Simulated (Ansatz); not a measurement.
# Pb2ClO2: enthalpy against pressure

Pb2ClO2, I4/mmm, a = 3.953 Å, c = 12.592 Å. The structure is a COD entry; whether it is the stable form wasn't checked. Ansatz: r2SCAN, PAW, 500 eV, Γ-centred 12×12×12 mesh on 5 atoms, Gaussian smearing 0.10 eV; no spin polarisation. Cell and atoms are relaxed at each pressure, and no other structure is tried, so the rows at high pressure may lie past a change of phase. y is the enthalpy over the state at zero pressure; there V0 = 19.673 Å³/atom. The pressures are the targets, met within 0.05 GPa.

```
P (GPa) y (eV/atom)
   -3.0      -0.3836
    0.0       0.0000
    3.0       0.3568
    8.0            ?
   15.0       1.6253
   30.0       3.0507
   60.0       5.6208
```

**Question.** Fit y = c1 P + c2 P² + c3 P³ to the other rows, say what c1 and c2 mean, and predict the missing value.

**Answer.** Least squares on the rows shown. y = 0.11952 P − 0.00076980 P² + 5.6548×10⁻⁶ P³. Since dH/dP = V, c1 is V0: 0.11952 eV/GPa × 160.2 = 19.147 Å³ against 19.673; c2 = −V0/(2B0) gives B0 = 78 GPa, where a Birch–Murnaghan fit to the volumes of the same runs (not shown) gives 41 GPa: a cubic over this range folds the higher terms into c2. Above P = −c2/(3 c3) = 45 GPa the cubic's slope, the volume, would rise with pressure, so the form fails there. At P = 8.0 the fit asked for gives 0.9098 eV/atom. The run gave 0.9083 eV/atom, so the fit is 0.0015 eV/atom too high, within the rms miss on the fitted rows (0.0105 eV/atom).

The cell has an odd number of electrons and was run without spin polarisation, which forces a half-filled band: energy, forces and stress belong to that artificial state. The mesh isn't the same in all rows (12×12×12, 14×14×14). Spin–orbit coupling is left out, which can shift energies with elements as heavy as these.